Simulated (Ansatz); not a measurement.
TaF₃ (ReO3 type, Pm-3m) under volume change, DFT-r²SCAN in the program Ansatz with PAW potentials, scaled uniformly.

| V (Å³/atom) | E − E(relaxed) (meV/atom) | P (GPa) |
|---|---|---|
| 15.566 | 59.0 | 13.29 |
| 16.079 | 24.8 | 8.16 |
| 16.592 | 5.9 | 3.77 |
| 17.105 | 0.0 | 0.01 |
| 17.618 | 5.2 | -3.18 |
| 18.131 | 19.9 | -5.89 |
| 18.644 | 42.5 | -8.18 |

### Question
What does a third-order Birch–Murnaghan fit give for V₀, B₀ and B′?

### Answer
V₀ = 17.11 Å³/atom, B₀ = 115 GPa, B′ = 4.3.

The workflow started from an entry of the Crystallography Open Database (COD). Its standing as an ambient phase is unchecked. Symmetry was held in the r²SCAN relaxation. At this level the phase is mechanically unstable. No spin polarisation was allowed. The volume moved by 15 % from the start of the relaxation. Spin–orbit coupling is left out wherever it is not named.

Potentials: the later of the program's two PAW sets.
